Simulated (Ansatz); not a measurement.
Theory: DFT PBE, scalar-relativistic, plane waves, PAW (Ansatz). All cells share a 420 eV cutoff and Γ-centred k meshes spaced at most about 0.3 Å⁻¹ (about 0.25 or finer for metals, 2π included). Collinear spin in cells that started with moments and kept them past the coarse steps, no spin elsewhere.

Each of these unrelaxed guesses is relaxed in cell and atoms within its symmetry. A guess keeps its type if space group and coordination stay and the shape of the cell changes little (axis ratios within about 15 %, angles within 6°); the volume may change.

1. Ca2TaO3 (collinear spin from parallel moments)

```
CELL_PARAMETERS angstrom
4.25665 0.00000 0.00000
-2.12832 3.68637 0.00000
0.00000 0.00000 6.83404
ATOMIC_POSITIONS crystal
Ca 0.66667 0.33333 0.74363
Ca 0.33333 0.66667 0.25637
Ta 0.00000 0.00000 0.00000
O 0.66667 0.33333 0.35759
O 0.33333 0.66667 0.64241
O 0.00000 0.00000 0.50000
```

2. AlIn2Sb3

```
CELL_PARAMETERS angstrom
5.64286 0.00000 0.00000
0.00000 5.64286 0.00000
0.00000 0.00000 5.72424
ATOMIC_POSITIONS crystal
Al 0.00000 0.00000 0.50000
In 0.00000 0.50000 0.50000
In 0.50000 0.00000 0.50000
Sb 0.00000 0.00000 0.00000
Sb 0.50000 0.50000 0.50000
Sb 0.50000 0.50000 0.00000
```

3. YTaI6

```
CELL_PARAMETERS angstrom
6.15000 0.00000 0.00000
0.00000 6.15000 0.00000
0.00000 0.00000 12.30000
ATOMIC_POSITIONS crystal
Y 0.00000 0.00000 0.00000
Ta 0.00000 0.00000 0.50000
I 0.50000 0.00000 0.00000
I 0.00000 0.50000 0.00000
I 0.00000 0.00000 0.25284
I 0.50000 0.00000 0.50000
I 0.00000 0.50000 0.50000
I 0.00000 0.00000 0.74716
```

4. Zn2SiN

```
CELL_PARAMETERS angstrom
3.78812 0.00000 0.00000
0.00000 3.78812 0.00000
0.00000 0.00000 3.58094
ATOMIC_POSITIONS crystal
Zn 0.00000 0.50000 0.50000
Zn 0.50000 0.00000 0.50000
Si 0.50000 0.50000 0.00000
N 0.00000 0.00000 0.00000
```

Problem. Which keep their type?

Solution. Guesses 2, 3 and 4 keep their type.

| guess | kept | start group | end group | V start (Å³/atom) | V end | b/a and c/a, end over start | nearest neighbours start | nearest neighbours end |
| --- | --- | --- | --- | --- | --- | --- | --- | --- |
| 1 | no | P-3m1 | P-3m1 | 17.9 | 12.5 | 1.00, 1.65 | Ca 4, O 7/12, Ta 14 | Ca 6, O 6, Ta 6 |
| 2 | yes | P4/mmm | P4/mmm | 30.4 | 32.1 | 1.00, 0.97 | Al 6, In 4, Sb 2/6 | Al 6, In 4, Sb 2/6 |
| 3 | yes | P4/mmm | P4/mmm | 58.2 | 49.1 | 1.00, 1.00 | I 2, Ta 6, Y 6 | I 2, Ta 6, Y 6 |
| 4 | yes | P4/mmm | P4/mmm | 12.8 | 13.2 | 1.00, 1.02 | N 12, Si 12, Zn 12 | N 12, Si 12, Zn 12 |

Neighbours count within 15 % of an atom's shortest distance; end groups are read at 0.02 Å (0.05 Å in metals).

Spin–orbit coupling, which can matter for I, Sb and Ta, is left out. In Zn2SiN P4/mmm an odd number of electrons in the primitive cell allows no gap without spin; a larger cell or a magnetic state could open one. Cells relaxed within their symmetry can be saddle points.

In counts of neighbours, a slash parts the counts of unlike sites.
